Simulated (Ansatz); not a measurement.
# ScPt: computed property card

ScPt:
```cif
data_PtSc
_chemical_formula_sum 'Sc1 Pt1'
_space_group_name_H-M_alt 'P 1'
_space_group_IT_number 1
_cell_length_a 3.25977
_cell_length_b 3.25977
_cell_length_c 3.25977
_cell_angle_alpha 90.000
_cell_angle_beta 90.000
_cell_angle_gamma 90.000
loop_
_space_group_symop_operation_xyz
  'x, y, z'
loop_
_atom_site_label
_atom_site_type_symbol
_atom_site_fract_x
_atom_site_fract_y
_atom_site_fract_z
_atom_site_occupancy
Sc1 Sc 0.50000 0.50000 0.50000 1
Pt1 Pt 0.00000 0.00000 0.00000 1
```

Space group Pm-3m (No. 221), CsCl type; conventional cell a = b = c = 3.260 Å, α = β = γ = 90.00°.

Method: the program Ansatz at the PBEsol level (PAW). Structure relaxed to zero pressure with the same functional. Other levels are named where they apply.

Cell and energy:

- Volume per atom: 17.32 Å³
- Density: 11.51 g/cm³
- Formation energy from the elements (no fitted shifts): -117 kJ/mol-atom

Electronic structure:

- Electronic character: metallic (no gap)
- Density of states at the Fermi level: 0.64 states/eV per atom (mean over ±0.08 eV)
- Gap with spin–orbit coupling: none (metallic)

Mechanics:

- Bulk modulus (Birch–Murnaghan fit) = 150 GPa
- Pressure derivative B′ = 4.2
- Elastic constants (relaxed ions, GPa) = C11 = 188, C12 = 133, C44 = 58.5
- Mechanical stability = stable (all eigenvalues of C positive)
- Hill bulk and shear moduli = 151 and 43.2 GPa
- Young's modulus = 118 GPa
- Poisson's ratio = 0.37
- Debye temperature from the elastic constants = 251 K

Phonons:

- Highest zone-centre frequency: 168 cm⁻¹
- Zone-centre stability: no imaginary mode at Γ

The first step of the workflow began from a Materials Project structure, measured or hypothetical; the Crystallography Open Database files this formula in space group No. 221, but the cells were not matched. Its standing as an ambient phase is unchecked. The cell was relaxed with PBEsol under the symmetry of its start. The run is not spin-polarised. As this level gives no gap, shear constants depend on the k-mesh and smearing (Fermi–Dirac, 0.1 eV here). As this level gives no gap, phonon frequencies hold no LO–TO term and depend on the k-mesh and smearing (Fermi–Dirac, 0.1 eV here). The references are the lowest solids computed at this level, not always the standard phases. Scalar-relativistic: spin–orbit coupling is off unless named, which matters more the heavier the elements.

Potentials: the later of the program's two PAW sets.
